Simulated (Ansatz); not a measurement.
MgS (rock salt, Fm-3m) at seven volumes, the program Ansatz at the PBE level (PAW), scaled uniformly. One row is withheld.

| V (Å³/atom) | P (GPa) |
|---|---|
| 16.270 | 8.45 |
| 16.807 | 5.19 |
| 17.343 | 2.40 |
| 17.879 | 0.00 |
| 18.416 | ? |
| 18.952 | -3.82 |
| 19.488 | -5.34 |

**Question.** Fit the shown pressures and predict the withheld one.

**Answer.** P = (3/2)B₀(x^(7/2) − x^(5/2))[1 + (3/4)(B′ − 4)(x − 1)] with x = (V₀/V)^(2/3). Least squares on the six rows gives V₀ = 17.880 Å³/atom, B₀ = 73.9 GPa, B′ = 4.07. At V = 18.416, x = 0.9805 and P = -2.06 GPa. The run itself gave -2.06 GPa.

The PBE relaxation kept the symmetry of its start.

Potentials: the earlier of the program's two PAW sets.
